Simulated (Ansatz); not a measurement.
LuSi₂ in space group P6/mmm (No. 191; Lu on 1a, Si on 2d) under volume change, r²SCAN in the plane-wave PAW code Ansatz, shape and atoms relaxed at each volume.

```
V (Å³/atom)  E − E(relaxed) (meV/atom)  P (GPa)
-----------  -------------------------  -------
16.303                            48.6    10.52
16.841                               …        …
17.378                             4.8     2.93
17.916                             0.0     0.00
18.453                               …        …
18.990                            16.8    -4.75
19.528                            36.0    -6.66
```

### Question
Complete the blanks.

### Answer

- 16.841, E − E(relaxed) (meV/atom): 20.3
- 16.841, P (GPa): 6.42
- 18.453, E − E(relaxed) (meV/atom): 4.4
- 18.453, P (GPa): -2.56

### Question
What does a third-order Birch–Murnaghan fit give for V₀, B₀ and B′?

### Answer
V₀ = 17.91 Å³/atom, B₀ = 91.9 GPa, B′ = 4.1.

The workflow started from an entry of the Crystallography Open Database (COD). Its standing as an ambient phase is unchecked. The cell was relaxed with r²SCAN under the symmetry of its start; its stability against distortions is not shown here. Spin–orbit coupling is left out wherever it is not named.

Potentials: the later of the program's two PAW sets.
